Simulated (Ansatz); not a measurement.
Starting cell, PtSe2 (CdI2 type):

```
PtSe2
1.0
    3.73915     0.00000     0.00000
   -1.86957     3.23820     0.00000
    0.00000     0.00000     4.62953
Pt Se
1 2
Direct
  0.00000   0.00000   0.00000
  0.66667   0.33333   0.27217
  0.33333   0.66667   0.72783
```

In this cell atom 2 (Se, nearest neighbour Pt at 2.500 Å; its periodic images, 3.7 Å or more away, move with it) is moved by s towards the nearest neighbour, unit vector (-0.748, -0.432, -0.504); all other atoms and the cell stay fixed.

Computed with PBEsol-D3(BJ) (plane waves to 420 eV, PAW, scalar-relativistic; Ansatz, a quantum-chemistry and plane-wave program). k mesh 12×12×8 (Γ-centred), Fermi-Dirac smearing 0.05 eV. Energies are smeared free energies. Stress and pressure are positive under compression. With partly filled bands, energies and forces of such displacements shift with the k mesh and the smearing. PtSe2 is run without spin polarisation. PtSe2 was relaxed with its symmetry unable to fall. Spin-orbit coupling is left out, though Pt is heavy. The zero of ΔE is the undisplaced structure.

Task: Give the computed ΔE (meV/cell) and P (GPa) at s (Å) = -0.500, -0.400, -0.300, 0.100, 0.200, 0.300, 0.400, 0.500.

Result: 
| s (Å) | ΔE (meV/cell) | P (GPa) |
|---|---|---|
| -0.500 | 499 | -0.4 |
| -0.400 | 361 | -1.2 |
| -0.300 | 237 | -1.5 |
| 0.100 | 49 | 2.0 |
| 0.200 | 228 | 5.1 |
| 0.300 | 591 | 9.6 |
| 0.400 | 1222 | 16.3 |
| 0.500 | 2238 | 25.6 |

(A displaced cell: forces are minus the slopes of the energy, force constants its curvatures, and phonons follow from these.)
